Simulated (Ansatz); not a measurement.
AlInSb$_{2}$ in space group R3m (No. 160; Al on 3a, In on 3a, Sb on 3a, Sb on 3a) at seven volumes, PBEsol (plane waves, PAW; program Ansatz), shape and atoms relaxed at each. One row is withheld.

```
V (Å³/atom)  P (GPa)
-----------  -------
28.915             ?
29.868          3.41
30.822          1.56
31.775          0.00
32.728         -1.32
33.681         -2.43
34.635         -3.33
```

Question: Fit the shown pressures and predict the withheld one.

Answer: P = (3/2)B₀(x^(7/2) − x^(5/2))[1 + (3/4)(B′ − 4)(x − 1)] with x = (V₀/V)^(2/3). Least squares on the six rows gives V₀ = 31.771 Å³/atom, B₀ = 47.6 GPa, B′ = 4.83. At V = 28.915, x = 1.0648 and P = 5.63 GPa. The run itself gave 5.60 GPa.

The workflow started from a Materials Project entry (that database holds measured and hypothetical structures alike); the Crystallography Open Database copy checked does not list it. With Al and In taken as one species the cell has the higher symmetry F-43m, so it may be an ordered model of a mixed-site phase. Whether it is the stable phase at ambient conditions was not checked. The cell was relaxed with PBEsol under the symmetry of its start; of distortions, only those at the zone centre were tested. Spin–orbit coupling is left out wherever it is not named.

Potentials: the later of the program's two PAW sets.
